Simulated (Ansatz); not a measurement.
BaSi$_{2}$ in space group Cmcm (No. 63; Si on 4c, Si on 4c, Ba on 4c) at seven volumes, PBE (plane waves, PAW; program Ansatz), shape and atoms relaxed at each. One row is withheld.

| V (Å³/atom) | P (GPa) |
|---|---|
| 24.145 | ? |
| 24.941 | 2.53 |
| 25.737 | 1.21 |
| 26.533 | 0.00 |
| 27.329 | -0.96 |
| 28.125 | -1.94 |
| 28.921 | -2.80 |

Task: Fit the shown pressures and predict the withheld one.

Result: P = (3/2)B₀(x^(7/2) − x^(5/2))[1 + (3/4)(B′ − 4)(x − 1)] with x = (V₀/V)^(2/3). Least squares on the six rows gives V₀ = 26.564 Å³/atom, B₀ = 36.8 GPa, B′ = 2.68. At V = 24.145, x = 1.0657 and P = 3.98 GPa. The run itself gave 4.15 GPa.

The cell is a constructed one: a structure type filled with these elements; neither database checked (COD, Materials Project) lists it. COD files the formula under space group No. 62, 191, so this cell is another polymorph or a model. Its standing as an ambient phase is unchecked. The cell was relaxed with PBE under the symmetry of its start; whether a distortion lowers the energy is not shown. Spin–orbit coupling is left out wherever it is not named.

Potentials: the later of the program's two PAW sets.
